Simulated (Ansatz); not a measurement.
**La₃In: frozen-core PAW against all-electron methods**

```
La In
1.0
     5.08540    0.05085    0.05085
     0.05085    5.08540    0.05085
     0.05085    0.05085    5.08540
La In
3 1
Direct
  0.00000 0.50000 0.50000
  0.50000 0.00000 0.50000
  0.50000 0.50000 0.00000
  0.00000 0.00000 0.00000
```

Atoms are numbered in the order listed.

Conventional cell: a = 7.120 Å, b = 7.120 Å, c = 8.984 Å, α = 90.00°, β = 90.00°, γ = 120.00°. La (atom 1) has 8 La at 3.56 to 3.63 Å and 4 In at 3.56 to 3.63 Å as nearest neighbours. Around In (atom 4) lie 12 La at 3.56 to 3.63 Å.

The geometry is COD entry 1538828, unchecked; take it as a test cell. The listed cell was then made from it by scaling, straining or moving an atom.

Spin–orbit coupling is left out, though it moves levels of the heavy atoms by tenths of an eV or more.

All numbers are computed: DFT, PBEsol, PAW with Ansatz's default frozen-core files, scalar-relativistic (Ansatz 0.2.0); DFT, PBEsol, all-electron PAW with datasets made for the crystal, scalar-relativistic (Ansatz 0.2.0); DFT, PBEsol, all-electron LAPW, scalar-relativistic (Ansatz 0.2.0).

For PAW: a Γ-centred 7×7×7 k mesh, Fermi–Dirac smearing of 0.05 eV, cutoff 420 eV, no spin polarisation; the PAW files were made with PBE, and the program remakes their frozen cores for this functional. The crystal-made all-electron datasets (AE datasets) take a cutoff of 260 eV at this cell. LAPW targets a basis error of 1 meV/atom. The Ansatz runs share mesh, smearing and spin set-up. Plane-wave (PAW) pressures include the program's estimate of the Pulay term.

Stress and pressure are positive in compression.

The change that made this cell: equal xy, yz and zx engineering shear strains of +2 %.

Spin–orbit coupling is left out, which moves gradients at and beside heavy atoms by some per cent and at worst by a factor of two.

In a metal, gradients converge slowly with the k mesh: the values move by tens of per cent from one mesh to another, at times in sign, so only the comparison on one mesh counts.

| quantity | PAW | AE datasets | LAPW |
| --- | --- | --- | --- |
| pressure (GPa) | -2.62 | -2.59 | -2.59 |
| stress yz (GPa) | -0.43 | -0.43 | -0.43 |
| stress xz (GPa) | -0.43 | -0.43 | -0.43 |
| stress xy (GPa) | -0.43 | -0.43 | -0.43 |
| largest principal field gradient Vzz at La1 (10²¹ V/m²) | 12.81 | 12.83 | – |
| largest principal field gradient Vzz at In4 (10²¹ V/m²) | 0.76 | 0.75 | – |

PAW's pressure differs from the LAPW value by -0.03 GPa.
